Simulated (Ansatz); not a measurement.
LaN:
```yaml
crystal:
  lattice:
    - [3.16595, 0.00000, 0.00000]
    - [0.00000, 3.16595, 0.00000]
    - [0.00000, 0.00000, 3.16595]
  atoms:
    - { symbol: La, position: [0.00000, 0.00000, 0.00000] }
    - { symbol: N, position: [0.50000, 0.50000, 0.50000] }
```

Relaxed with r²SCAN. Special points in fractions of this cell's reciprocal vectors: Γ (0.000, 0.000, 0.000); X (0.000, 0.500, 0.000); M (0.500, 0.500, 0.000); R (0.500, 0.500, 0.500).

Problem. List the band energies nearest the Fermi level at these points for r²SCAN with spin–orbit coupling in the plane-wave PAW code Ansatz.

Solution. In eV from the Fermi level; about four levels below and three above (degenerate sets whole), none deeper than 8.9 eV; points with the same levels are listed once.

| k | below | above |
|---|---|---|
| Γ | -0.37 -0.37 -0.37 -0.37 | 0.03 0.03 0.23 0.23 0.23 0.23 |
| X | -1.14 -1.14 -1.12 -1.12 | 0.75 0.75 2.76 2.76 |
| M | -0.96 -0.96 -0.26 -0.26 | 1.96 1.96 3.18 3.18 |
| R | -4.44 -4.44 -4.44 -4.44 -4.41 -4.41 | 3.62 3.62 3.62 3.62 |

Space group Pm-3m (CsCl type). The start of the workflow was typed in or built on a structure type; neither database checked (COD, Materials Project) lists it. COD files the formula under space group No. 225, so this cell is another polymorph or a model. Its standing as an ambient phase is unchecked. The r²SCAN relaxation kept the symmetry of its start. At this level the phase is mechanically unstable.

Potentials: the earlier of the program's two PAW sets.
